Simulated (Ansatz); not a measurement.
Cd₂TeS in space group P3m1 (No. 156; Cd on 1c, Cd on 1a, Te on 1a, S on 1c) under volume change, plane-wave PAW LDA (Ansatz code), shape and atoms relaxed at each volume.

| V (Å³/atom) | E − E(relaxed) (meV/atom) | P (GPa) |
|---|---|---|
| 25.625 | (withheld) | (withheld) |
| 26.470 | (withheld) | (withheld) |
| 27.315 | 4.5 | 1.75 |
| 28.160 | 0.0 | 0.00 |
| 29.004 | 4.0 | -1.48 |
| 29.849 | 15.2 | -2.72 |
| 30.694 | 32.4 | -3.78 |

Task: Some entries are withheld; supply them.

Result: 
- 25.625, E − E(relaxed) (meV/atom): 45.3
- 25.625, P (GPa): 6.26
- 26.470, E − E(relaxed) (meV/atom): 19.0
- 26.470, P (GPa): 3.81

Task: What does a third-order Birch–Murnaghan fit give for V₀, B₀ and B′?

Result: V₀ = 28.16 Å³/atom, B₀ = 53.4 GPa, B′ = 4.6.

The workflow started from a Materials Project entry (that database holds measured and hypothetical structures alike); the Crystallography Open Database copy checked does not list it. Its standing as an ambient phase is unchecked. The cell was relaxed with LDA under the symmetry of its start; of distortions, only those at the zone centre were tested. Spin–orbit coupling is left out wherever it is not named.

Potentials: the later of the program's two PAW sets.
